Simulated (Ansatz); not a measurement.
Rocksalt KF, relaxed with r2SCAN, was run in Ansatz under altered settings. All numbers are computed, without spin polarisation but where a row says otherwise.

```
CELL_PARAMETERS angstrom
0.00000 2.65896 2.65896
2.65896 0.00000 2.65896
2.65896 2.65896 0.00000
ATOMIC_POSITIONS crystal
K 0.00000 0.00000 0.00000
F 0.50000 0.50000 0.50000
```

The base run's other keys:
```yaml
kpoints:
  mp_grid: { grid: [4, 4, 4] }
hamiltonian:
  xc: hse06
scf:
  occupations: { method: fixed }
  n_extra_bands: 4
```

It takes 13 iterations with 725 plane waves at 420 eV and 8 k points, and leaves a mean stress of +0.99 GPa. The gap over this mesh is 8.263 eV.

Outcomes, with energy and stress as changes against the base:

| setting | outcome | ΔF (meV/atom) | Δ mean stress (GPa) | gap on the mesh (eV) | iterations |
| --- | --- | --- | --- | --- | --- |
| PBE hybrid, exx coeff 0.1, omega 0.1 1/Å | converged | – | +0.6 | 7.201 | 9 |
| PBE hybrid, exx coeff 0.75, omega 0.5 1/Å | converged | – | -1.8 | 10.184 | 16 |
| PBE hybrid, exx coeff 0.3, omega 0.2078 1/Å | converged | – | -0.2 | 8.675 | 12 |
| PBE hybrid, exx coeff 0.05, omega 0.2078 1/Å | converged | – | +0.7 | 6.652 | 9 |
| scf.mixing.beta: 1.9 | refused | – | – | – | – |
| kpoints.mp_grid.shift: [0, 0, 0.5] | converged, warned | 0.0 | 0.0 | 8.760 | 13 |

A dash marks a value that wasn't obtained or can't be compared. Stress is positive in compression. Its mean hides that meshes of lower symmetry stress the axes unequally.

- PBE hybrid, exx coeff 0.1, omega 0.1 1/Å. That is 10 % exact exchange, screened with ω = 0.1 1/Å, against HSE06's 25 % screened at 0.208 1/Å. The mean stress moves by +0.6 GPa and the gap on the mesh by -1.063 eV (to 7.201). Totals of different functionals aren't comparable. The program warns that on this mesh the truncation of the exchange isn't bounded, so part of the change can be an error of the mesh.
- PBE hybrid, exx coeff 0.75, omega 0.5 1/Å. That is 75 % exact exchange, screened with ω = 0.5 1/Å, against HSE06's 25 % screened at 0.208 1/Å. The mean stress moves by -1.8 GPa and the gap on the mesh by +1.921 eV (to 10.184). Totals of different functionals aren't comparable.
- PBE hybrid, exx coeff 0.05, omega 0.2078 1/Å. That is 5 % exact exchange, screened with ω = 0.2078 1/Å, against HSE06's 25 % screened at 0.208 1/Å. The mean stress moves by +0.7 GPa and the gap on the mesh by -1.611 eV (to 6.652). Totals of different functionals aren't comparable.
- scf.mixing.beta: 1.9. The program doesn't start. Error: invalid value for `scf.mixing.beta`: must be finite and in (0, 1]; got 1.9
- kpoints.mp_grid.shift: [0, 0, 0.5]. The free energy moves by 0.0 meV an atom, the mean stress by 0.0 GPa and the gap on the mesh by +0.497 eV (to 8.760). The mesh breaks the crystal's symmetry, so the stress, and any force that symmetry no longer fixes, lose it too. The gap changes mostly because other points are sampled; a mesh that misses a band edge overestimates it. Warned: symmetry narrowed by mesh.

The program warns that its thresholds are loose for a hybrid's stress.

The meshes of the hybrids are coarse, so their gaps aren't converged to the digits shown.
